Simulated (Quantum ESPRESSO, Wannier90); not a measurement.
NbAs (I4₁md): Wannier90 run

Materials Project entry mp-2059; symmetrised, unrelaxed at this level. COD (Crystallography Open Database) has an entry of this formula and space group (matched by these alone). Method: PBE plane waves in Quantum ESPRESSO 7.5 (PseudoDojo norm-conserving files, 68 Ry, no spin polarisation, no spin-orbit coupling), Bloch states on a 6×6×6 mesh through Γ, Wannier90 4.0.1. Density: 10×10×10 mesh, cold smearing 0.01 Ry. Spin-orbit coupling, left out, would split the p-like bands by a few tenths of an eV.

On the energy scale of pw.x, whose zero is arbitrary, the Fermi level lies at 16.21 eV.

Input w.win:

```
num_bands = 2
num_wann = 2
exclude_bands = 3-58
num_iter = 1000
conv_tol = 1.0e-6
conv_window = 4
write_hr = true
write_u_matrices = true
auto_projections = true
begin unit_cell_cart
ang
    0.0000000000   -3.4665400000    0.0000000000
    3.4665400000    0.0000000000    0.0000000000
   -1.7332700000    1.7332700000    5.9050300000
end unit_cell_cart
begin atoms_frac
Nb   0.4997200000  0.4997200000 -0.0005600000
Nb   0.2497200000 -0.2502800000  0.4994400000
As  -0.0827200000 -0.0827200000 -0.1654400000
As  -0.3327200000  0.1672800000  0.3345600000
end atoms_frac
mp_grid = 6 6 6
begin kpoints
0.0000000000 0.0000000000 0.0000000000
0.0000000000 0.0000000000 0.1666666667
0.0000000000 0.0000000000 0.3333333333
... (213 more lines: the 6x6x6 mesh through Gamma)
end kpoints
```

Input of pw2wannier90.x that gives the overlap and projection files (equivalent; here they were cut from one run over all bands):

```
&inputpp
  outdir = './out'
  prefix = 'pwscf'
  seedname = 'w'
  write_amn = .true.
  write_mmn = .true.
  atom_proj = .true.
  atom_proj_exclude = 2 3 4 5 6 7 8 9 10 12 13 14 15 16 17 18 19 20 21 22 23 24 25 26 27 28 29 30 31 32 33 34 35 36 37 38
/
```

Output w.wout (banner and timings cut):

```
                                    ------
                                    SYSTEM
                                    ------

                              Lattice Vectors (Ang)
                    a_1     0.000000  -3.466540   0.000000
                    a_2     3.466540   0.000000   0.000000
                    a_3    -1.733270   1.733270   5.905030

                   Unit Cell Volume:      70.96015  (Ang^3)

                        Reciprocal-Space Vectors (Ang^-1)
                    b_1     0.000000  -1.812524   0.532020
                    b_2     1.812524   0.000000   0.532020
                    b_3    -0.000000   0.000000   1.064040

 *----------------------------------------------------------------------------*
 |   Site       Fractional Coordinate          Cartesian Coordinate (Ang)     |
 +----------------------------------------------------------------------------+
 | nb   1   0.49972   0.49972  -0.00056   |    1.73327  -1.73327  -0.00331    |
 | nb   2   0.24972  -0.25028   0.49944   |   -1.73327   0.00000   2.94921    |
 | as   1  -0.08272  -0.08272  -0.16544   |    0.00000   0.00000  -0.97693    |
 | as   2  -0.33272   0.16728   0.33456   |    0.00000   1.73327   1.97559    |
 *----------------------------------------------------------------------------*
                                ------------
                                K-POINT GRID
                                ------------

             Grid size =  6 x  6 x  6      Total points =  216

 *---------------------------------- MAIN ------------------------------------*
 |  Number of Wannier Functions               :                 2             |
 |  Number of Objective Wannier Functions     :                 2             |
 |  Number of input Bloch states              :                 2             |
 |  Output verbosity (1=low, 5=high)          :                 1             |
 |  Timing Level (1=low, 5=high)              :                 1             |
 |  Optimisation (0=memory, 3=speed)          :                 3             |
 |  Length Unit                               :               Ang             |
 |  Post-processing setup (write *.nnkp)      :                 F             |
 |  Using Gamma-only branch of algorithms     :                 F             |
 *----------------------------------------------------------------------------*
 *------------------------------- WANNIERISE ---------------------------------*
 |  Total number of iterations                :              1000             |
 |  Number of CG steps before reset           :                 5             |
 |  Trial step length for line search         :             2.000             |
 |  Convergence tolerence                     :         0.100E-05             |
 |  Convergence window                        :                 4             |
 |  Iterations between writing output         :                 1             |
 |  Iterations between backing up to disk     :               100             |
 |  Write r^2_nm to file                      :                 F             |
 |  Write xyz WF centres to file              :                 F             |
 |  Write on-site energies <0n|H|0n> to file  :                 F             |
 |  Use guiding centre to control phases      :                 F             |
 |  Use phases for initial projections        :                 F             |
 *----------------------------------------------------------------------------*
 *-------------------------------- PLOTTING ----------------------------------*
 |  Plotting Hamiltonian in WF basis          :                 T             |
 *----------------------------------------------------------------------------*

 *---------------------------------- K-MESH ----------------------------------*
 +----------------------------------------------------------------------------+
 |                    Distance to Nearest-Neighbour Shells                    |
 |                    ------------------------------------                    |
 |          Shell             Distance (Ang^-1)          Multiplicity         |
 |          -----             -----------------          ------------         |
 |             1                   0.177340                      2            |
 |             2                   0.314832                      8            |
 |             3                   0.354680                      2            |
 |             4                   0.402515                      8            |
 |             5                   0.427216                      4            |
 |             6                   0.462561                      8            |
 |             7                   0.532020                      2            |
 |             8                   0.536485                      8            |
       ... (lines left out)
 +----------------------------------------------------------------------------+
 | The b-vectors are chosen automatically                                     |
 | The following shells are used:                       1,  2                 |
 +----------------------------------------------------------------------------+
 |                        Shell   # Nearest-Neighbours                        |
 |                        -----   --------------------                        |
 |                          1               2                                 |
 |                          2               8                                 |
 +----------------------------------------------------------------------------+
 | Completeness relation is fully satisfied [Eq. (B1), PRB 56, 12847 (1997)]  |
 +----------------------------------------------------------------------------+
 |                  b_k Vectors (Ang^-1) and Weights (Ang^2)                  |
 |                  ----------------------------------------                  |
 |            No.         b_k(x)      b_k(y)      b_k(z)        w_b           |
 |            ---        --------------------------------     --------        |
 |             1         0.000000    0.000000    0.177340    13.159006        |
 |             2         0.000000    0.000000   -0.177340    13.159006        |
 |             3         0.302087    0.000000    0.088670     2.739525        |
 |             4         0.000000   -0.302087    0.088670     2.739525        |
 |             5         0.302087    0.000000   -0.088670     2.739525        |
 |             6         0.000000   -0.302087   -0.088670     2.739525        |
 |             7        -0.302087    0.000000   -0.088670     2.739525        |
 |             8        -0.302087    0.000000    0.088670     2.739525        |
 |             9         0.000000    0.302087   -0.088670     2.739525        |
 |            10         0.000000    0.302087    0.088670     2.739525        |
 +----------------------------------------------------------------------------+
 |                           b_k Directions (Ang^-1)                          |
 |                           -----------------------                          |
 |            No.           x           y           z                         |
 |            ---        --------------------------------                     |
 |             1         0.000000    0.000000    0.177340                     |
 |             2         0.302087    0.000000    0.088670                     |
 |             3         0.000000   -0.302087    0.088670                     |
 |             4         0.302087    0.000000   -0.088670                     |
 |             5         0.000000   -0.302087   -0.088670                     |
 +----------------------------------------------------------------------------+

 Starting a new Wannier90 calculation ...

 Reading overlaps from w.mmn

 Reading projections from w.amn

 *------------------------------- WANNIERISE ---------------------------------*
 +--------------------------------------------------------------------+<-- CONV
 | Iter  Delta Spread     RMS Gradient      Spread (Ang^2)            |<-- CONV
 +--------------------------------------------------------------------+<-- CONV

 ------------------------------------------------------------------------------
 Initial State
  WF centre and spread    1  (  1.733270, -1.733270, -0.003217 )     0.42693156
  WF centre and spread    2  ( -1.733270,  0.000000,  2.949298 )     0.42693156
  Sum of centres and spreads ( -0.000000, -1.733270,  2.946081 )     0.85386313

      0     0.854E+00     0.0000000000        0.8538631180  <-- CONV
        O_D=      0.0000000 O_OD=      0.0000001 O_TOT=      0.8538631 <-- SPRD
 ------------------------------------------------------------------------------
      1    -0.111E-15     0.0000000921        0.8538631180  <-- CONV
        O_D=      0.0000000 O_OD=      0.0000001 O_TOT=      0.8538631 <-- SPRD
      2    -0.111E-15     0.0000000919        0.8538631180  <-- CONV
        O_D=      0.0000000 O_OD=      0.0000001 O_TOT=      0.8538631 <-- SPRD
      3    -0.333E-15     0.0000000915        0.8538631180  <-- CONV
        O_D=      0.0000000 O_OD=      0.0000001 O_TOT=      0.8538631 <-- SPRD
      4    -0.333E-15     0.0000000909        0.8538631180  <-- CONV
        O_D=      0.0000000 O_OD=      0.0000001 O_TOT=      0.8538631 <-- SPRD
             <<<     Delta < 1.000E-06  over  4 iterations     >>>
             <<< Wannierisation convergence criteria satisfied >>>
 Final State
  WF centre and spread    1  (  1.733270, -1.733270, -0.003217 )     0.42693156
  WF centre and spread    2  ( -1.733270,  0.000000,  2.949298 )     0.42693156
  Sum of centres and spreads ( -0.000000, -1.733270,  2.946081 )     0.85386313

         Spreads (Ang^2)       Omega I      =     0.853863054
        ================       Omega D      =     0.000000001
                               Omega OD     =     0.000000064
    Final Spread (Ang^2)       Omega Total  =     0.853863118
```
